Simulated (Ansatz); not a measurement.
An Ansatz (a first-principles code) run. Input:

Ansatz 0.2 input:
```yaml
crystal:
  lattice:
    - [5.0280631626, 0.0, 0.0]
    - [0.0, 5.0280631626, 0.0]
    - [0.0, 0.0, 7.0096698124]
  atoms:
    - { symbol: Si, position: [0.7019202574, 0.7019202574, 0.5] }
    - { symbol: Si, position: [0.7980797426, 0.2019202574, 0.75] }
    - { symbol: Si, position: [0.2980797426, 0.2980797426, 0.0] }
    - { symbol: Si, position: [0.2019202574, 0.7980797426, 0.25] }
    - { symbol: O, position: [0.8980435253, 0.760423067, 0.3216433333] }
    - { symbol: O, position: [0.739576933, 0.3980435253, 0.5716433333] }
    - { symbol: O, position: [0.1019564747, 0.239576933, 0.8216433333] }
    - { symbol: O, position: [0.260423067, 0.6019564747, 0.0716433333] }
    - { symbol: O, position: [0.3980435253, 0.739576933, 0.4283566667] }
    - { symbol: O, position: [0.239576933, 0.1019564747, 0.1783566667] }
    - { symbol: O, position: [0.6019564747, 0.260423067, 0.9283566667] }
    - { symbol: O, position: [0.760423067, 0.8980435253, 0.6783566667] }
kpoints:
  mp_grid: { grid: [6, 6, 4] }
hamiltonian:
  xc: pbesol
  pseudopotentials: { azcp: { folder: ./paw }, kind: paw }
scf:
  occupations: { method: fixed }
dielectric: { raman: true }
```

Output (shortened):

```
Pseudopotential: Si, paw, valence charge 4
Pseudopotential: O, paw, valence charge 6
Functional definition: PBEsol
Crystal: 12 atoms, lattice volume = 177.214 Å³
Basis set: ecut = 420 eV, 3491 PW (Γ), exchange–correlation on 72×72×96 points (8 copies of the dense FFT grid, shifted against one another)
Bands: 44, of which v1, the nominal top of the filled ones, is band 32 counted from 1 (31 counted from 0)
Symmetry: 8 space group operations
k-points: 76 of 144 (irreducible under 1 space group operation, time reversal used)
SCF iter   1: F=—  HF=-6992.553595 eV  |F-HF|=—  |Δ(HF+E_count)|=         —  Δρ=1.15e-1  dr2=2.15e1  ethr=3.10e-3  ⟨swp⟩=4.9  Hψ=13309  notcnv=0  defer=712
preconditioner: auto → Resta (q_TF=auto, 2.302 Å⁻¹)
SCF iter   2: F=—  HF=-6986.651224 eV  |F-HF|=—  |Δ(HF+E_count)|=    5.90e0  Δρ=4.07e-2  dr2=1.20e0  ethr=3.10e-3  ⟨swp⟩=4.1  Hψ=8973  notcnv=0  defer=700
SCF iter   3: F=—  HF=-6986.505549 eV  |F-HF|=—  |Δ(HF+E_count)|=   1.46e-1  Δρ=1.95e-2  dr2=3.89e-1  ethr=1.87e-3  ⟨swp⟩=2.0  Hψ=3093  notcnv=0  defer=751
SCF iter   4: F=—  HF=-6986.499860 eV  |F-HF|=—  |Δ(HF+E_count)|=   5.69e-3  Δρ=1.56e-3  dr2=4.10e-3  ethr=6.08e-4  ⟨swp⟩=3.0  Hψ=5533  notcnv=0  defer=749
SCF iter   5: F=—  HF=-6986.508454 eV  |F-HF|=—  |Δ(HF+E_count)|=   8.59e-3  Δρ=3.70e-4  dr2=2.41e-4  ethr=6.41e-6  ⟨swp⟩=3.2  Hψ=4958  notcnv=0  defer=757
SCF iter   6: F=—  HF=-6986.508758 eV  |F-HF|=—  |Δ(HF+E_count)|=   3.04e-4  Δρ=7.65e-5  dr2=1.32e-5  ethr=3.76e-7  ⟨swp⟩=2.0  Hψ=4921  notcnv=0  defer=757
SCF iter   7: F=—  HF=-6986.508797 eV  |F-HF|=—  |Δ(HF+E_count)|=   3.93e-5  Δρ=1.29e-5  dr2=2.73e-7  ethr=2.06e-8  ⟨swp⟩=2.0  Hψ=5517  notcnv=0  defer=755
SCF iter   8: F=—  HF=-6986.508798 eV  |F-HF|=—  |Δ(HF+E_count)|=   9.66e-7  Δρ=3.04e-6  dr2=1.35e-8  ethr=4.26e-10  ⟨swp⟩=2.4  Hψ=5799  notcnv=0  defer=606
SCF iter  10: F=-6986.508798 eV  HF=-6986.508798 eV  |F-HF|=1.64e-11  |Δ(HF+E_count)|=  9.91e-10  Δρ=5.49e-8  dr2=3.71e-12  ethr=1.00e-12  ⟨swp⟩=14.2  Hψ=17369  notcnv=0
SCF 1 converged in 10 iterations: F = -6986.508798 eV  dr2 = 3.71e-12
DFPT response loops at Γ: preconditioner auto → none (the input reference at scf.mixing.eps_inf says where Resta's filter doesn't serve); β = 0.50 …
── the response to a field inside a basis, on 6×6×4 k-points: an SCF that follows is theirs, and a resumed run solves both again ──
Crystal: 12 atoms, lattice volume = 177.214 Å³
Bands: 33, of which v1, the nominal top of the filled ones, is band 32 counted from 1 (31 counted from 0)
k-points: 12 of 144 (time reversal used)
SCF iter   1: F=—  HF=-6986.318353 eV  |F-HF|=—  |Δ(HF+E_count)|=         —  Δρ=3.71e-4  dr2=7.61e-5  ethr=1.00e-1
preconditioner: auto → Resta (q_TF=auto, 2.302 Å⁻¹)
SCF iter   2: F=—  HF=-6986.318408 eV  |F-HF|=—  |Δ(HF+E_count)|=   5.48e-5  Δρ=1.83e-4  dr2=2.31e-5  ethr=1.19e-7
SCF iter   3: F=—  HF=-6986.318433 eV  |F-HF|=—  |Δ(HF+E_count)|=   2.54e-5  Δρ=5.96e-5  dr2=2.80e-6  ethr=3.60e-8
SCF iter   4: F=—  HF=-6986.318433 eV  |F-HF|=—  |Δ(HF+E_count)|=   1.72e-7  Δρ=7.19e-6  dr2=1.47e-7  ethr=4.37e-9
SCF iter   5: F=—  HF=-6986.318433 eV  |F-HF|=—  |Δ(HF+E_count)|=   1.17e-7  Δρ=1.06e-6  dr2=3.06e-9  ethr=2.29e-10
SCF iter   6: F=—  HF=-6986.318433 eV  |F-HF|=—  |Δ(HF+E_count)|=   1.06e-8  Δρ=2.54e-7  dr2=1.68e-10  ethr=4.79e-12
SCF iter   7: F=-6986.318433 eV  HF=-6986.318433 eV  |F-HF|=3.37e-11  |Δ(HF+E_count)|=   1.03e-9  Δρ=5.26e-8  dr2=7.16e-12  ethr=1.00e-12
SCF 1 converged in 7 iterations: F = -6986.318433 eV  dr2 = 7.16e-12
DFPT response loops at Γ: mixed as the last ones told, above
DFPT response loops at Γ: mixed as the last ones told, above
DFPT response loops at Γ: mixed as the last ones told, above
SCF converged after 10 iterations
Free energy (F): -6986.508798 eV
Harris-Foulkes:  -6986.508798 eV  (|F-HF|=1.64e-11)
Internal energy: -6986.508798 eV  (E = F + TS)
E sigma→0 (E₀):  -6986.508798 eV
Fermi energy:    1.054138 eV
--- Per-component energies (eV) ---
  E_band       = -373.595609
  E_kinetic    = 1548.840537
  E_local      = -4536.656767  (includes V_loc(G=0)·N_el)
  E_nonlocal   = 510.240436
  E_hartree    = 1695.172172
  E_xc         = -792.838311
  E_vxc        = -921.542463  (∫ρ·V_xc dr)
  E_paw        = -3256.239532  (= ΣΔE_a)
  E_vpaw       = -364.828407  (= ΣTr[D̂ρ^β])
  E_aug_tail   = 0.006685  (compensation charges beyond the density's cutoff)
  E_ewald      = -2155.442563
  E_core_change = 0.408546  (= ΣΔE_core)
  E_smearing   =  0.000000  (= −TS)
  E_closure    =  0.000000  (closes the sum)
  Σ components = -6986.508798   (vs F -6986.508798, Δ=0.00e0)
  [band-id]    e_kinetic+e_local+e_nonlocal+2·e_hartree+e_vxc+e_vpaw+e_augmentation_tail = -373.595636   (vs E_band -373.595609, Δ=-2.71e-5)
--- Band table (eV; the first three rows and the last of 76) ---
  k-point 0: bands = ["-18.2547", "-17.3627", "-17.3627", "-16.2007", "-16.1621", "-16.1601", "-16.1458", "-16.1458", "-8.4722", "-6.3492", "-6.3492", "-4.7231", "-4.6233", "-4.6233", "-4.1325", "-3.9776", "-1.8757", "-1.8633", "-1.8633", "-1.3118", …
  k-point 1: bands = ["-18.1924", "-17.7251", "-16.9636", "-16.3060", "-16.1592", "-16.1583", "-16.1486", "-16.1474", "-8.2950", "-7.1162", "-5.6418", "-4.8175", "-4.5940", "-4.5176", "-4.2346", "-4.0801", "-1.8312", "-1.8189", "-1.7472", "-1.2570", …
  k-point 2: bands = ["-18.0107", "-18.0107", "-16.5860", "-16.5860", "-16.1538", "-16.1538", "-16.1529", "-16.1529", "-7.8075", "-7.8075", "-5.1153", "-5.1153", "-4.4390", "-4.4390", "-4.3079", "-4.3079", "-1.7777", "-1.7777", "-1.4510", "-1.4510", …
  k-point 75: bands = ["-17.3308", "-17.3308", "-17.3308", "-17.3308", "-16.2161", "-16.2161", "-16.2161", "-16.2161", "-6.3775", "-6.3775", "-6.3775", "-6.3775", "-4.0124", "-4.0124", "-4.0124", "-4.0124", "-1.9068", "-1.9068", "-1.9068", "-1.9068", …
--- Dielectric response (ions clamped): 2 representative field directions + reference, on 76 of 144 k-points (Σ response iterations 19) ---
  ε∞ (high-frequency dielectric tensor):
        2.279488     0.000000     0.000000
        0.000000     2.279488     0.000000
        0.000000     0.000000     2.267700
  Born effective charges Z* (e; rows j = field, columns β = displacement):
    site 0:
         3.35750    0.02243   -0.20198
         0.02243    3.35750    0.20198
         0.35053   -0.35053    3.31295
    site 1:
         3.35750   -0.02243   -0.20198
        -0.02243    3.35750   -0.20198
         0.35053    0.35053    3.31295
    site 2:
         3.35750    0.02243    0.20198
         0.02243    3.35750   -0.20198
        -0.35053    0.35053    3.31295
    site 3:
         3.35750   -0.02243    0.20198
        -0.02243    3.35750    0.20198
        -0.35053   -0.35053    3.31295
    site 4:
        -2.33540   -0.21827    0.85214
        -0.15643   -1.02211    0.06778
         0.85105    0.20863   -1.65648
    site 5:
        -1.02211    0.15643   -0.06778
         0.21827   -2.33540    0.85214
        -0.20863    0.85105   -1.65648
    site 6:
        -2.33540   -0.21827   -0.85214
        -0.15643   -1.02211   -0.06778
        -0.85105   -0.20863   -1.65648
    site 7:
        -1.02211    0.15643    0.06778
         0.21827   -2.33540   -0.85214
         0.20863   -0.85105   -1.65648
    site 8:
        -2.33540    0.21827   -0.85214
         0.15643   -1.02211    0.06778
        -0.85105    0.20863   -1.65648
    site 9:
        -1.02211   -0.15643    0.06778
        -0.21827   -2.33540    0.85214
         0.20863    0.85105   -1.65648
    site 10:
        -2.33540    0.21827    0.85214
         0.15643   -1.02211   -0.06778
         0.85105   -0.20863   -1.65648
    site 11:
        -1.02211   -0.15643   -0.06778
        -0.21827   -2.33540   -0.85214
        -0.20863   -0.85105   -1.65648
  Z* charge neutrality: 2.510e-5 e pre-enforcement
  k-mesh period / interband length: 30.2 Å / 1.04 Å = 29.09 at k = (0.0000, 0.0000, 0.0000), direct gap 5.573 eV — 14 or more, which is no proof of convergence
  Raman tensors (in the event stream and the table raman_tensors.tsv) …
```

Cost: about 9 core-minutes (a rough figure) on shared cores.

Space group P4_12_12. The PBEsol relaxation kept the symmetry of its start.

Potentials: the earlier of the program's two PAW sets. The files were generated under PBE; for other functionals the program regenerates the frozen cores, and for LDA and PBEsol the local potential too.

Ansatz is a plane-wave DFT program.
